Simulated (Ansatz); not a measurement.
**Sr₂SeS: how the energy converges with the cutoff**

Sr₂SeS, P1, a = 7.579 Å, b = 7.599 Å, c = 7.582 Å, α, β, γ = 33.4°, 33.8°, 33.4°. Ansatz: PBEsol, PAW, cutoff varied, Γ-centred 6×6×6 mesh on 4 atoms, Gaussian smearing 0.02 eV; no spin polarisation. Single points at one geometry with displaced atoms, the cutoff alone changed; ΔE is the energy at zero smearing over the run at 600 eV (runs within 0.3 meV/atom of it are left out). The runs up to 350 eV lie under the cutoff recommended for these PAW datasets.

```
cutoff (eV)  ΔE (meV/atom)
        200         974.71
        250         133.30
        300          11.09
        350              ?
```

Question: Assume ΔE falls exponentially with the cutoff, fit y = ln ΔE against x, the cutoff in eV, to the other rows, and predict the missing value.

Answer: y = 6.882, 4.893, 2.406. Means x = 250.0, y = 4.7270; Σ(Δx)² = 5000, ΣΔxΔy = -223.8; the slope is their ratio. y = 15.92 − 0.04476 x, a factor of ten per 51 eV. At 350 eV this gives ΔE = 1.29 meV/atom. The run gave 0.87, a ratio of 1.48. Between neighbouring rows the decay runs from a factor of ten per 45 eV to one per 58 eV, so one exponential is only a rough guide.